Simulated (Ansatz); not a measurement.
Bi4Te3: a prediction, then the measurements

All numbers below come from DFT PBE, scalar-relativistic, plane waves, PAW (Ansatz).

Plane waves to 420 eV, a k mesh through Γ of 12×12×12 on the computed 7-atom cell and Gaussian smearing (0.01 eV); no spin polarisation.

Relaxed structure:

```cif
data_structure
_symmetry_space_group_name_H-M 'P 1'
_symmetry_Int_Tables_number 1
_cell_length_a 14.5710
_cell_length_b 14.5710
_cell_length_c 14.5710
_cell_angle_alpha 17.794
_cell_angle_beta 17.794
_cell_angle_gamma 17.794
_cell_volume 252.23
loop_
_atom_site_label
_atom_site_type_symbol
_atom_site_fract_x
_atom_site_fract_y
_atom_site_fract_z
_atom_site_occupancy
Bi1 Bi 0.71347 0.71347 0.71347 1
Bi2 Bi 0.28653 0.28653 0.28653 1
Bi3 Bi 0.14737 0.14737 0.14737 1
Bi4 Bi 0.85263 0.85263 0.85263 1
Te1 Te 0.00000 0.00000 0.00000 1
Te2 Te 0.41978 0.41978 0.41978 1
Te3 Te 0.58022 0.58022 0.58022 1
```

- Space group: R-3m (No. 166)
- Volume per atom: 36.03 Å³
- Formation energy from the elements' standard states (uncorrected): -0.173 eV/atom
- Kohn–Sham band gap: 0.04 eV
- Orbital (Löwdin) character of the top 1 eV of the valence band: Bi 6p 61 %, Te 5p 30 %
- Orbital (Löwdin) character of the lowest 1 eV of the conduction band: Bi 6p 65 %, Te 5p 25 %
- Bader charge by site (e): Bi (2 in the cell) 0.67, Bi (2 in the cell) 0.07, Te (1 in the cell) -0.60, Te (2 in the cell) -0.44

Spin-orbit coupling is left out, which matters for the bands of heavy elements.

**Against measurements.**

A measured lattice constant a of Bi4Te3 is 4.451 Å (quoted in “Bulk and surface electronic structure of Bi4Te3 from GW calculations and photoemission experiments”, 2022, arxiv:2204.08856); the calculated 4.507 Å exceeds it by 1.3 %. A measured lattice constant c of Bi4Te3 is 41.888 Å (quoted in “Bulk and surface electronic structure of Bi4Te3 from GW calculations and photoemission experiments”, 2022, arxiv:2204.08856); the calculated 43.010 Å exceeds it by 2.7 %. The calculation is for 0 K without zero-point motion.

It was relaxed from a cell as deposited in COD. Kohn–Sham gaps at this level usually fall short of measured ones. Löwdin shares on free-atom orbitals overweight diffuse shells in the empty bands.
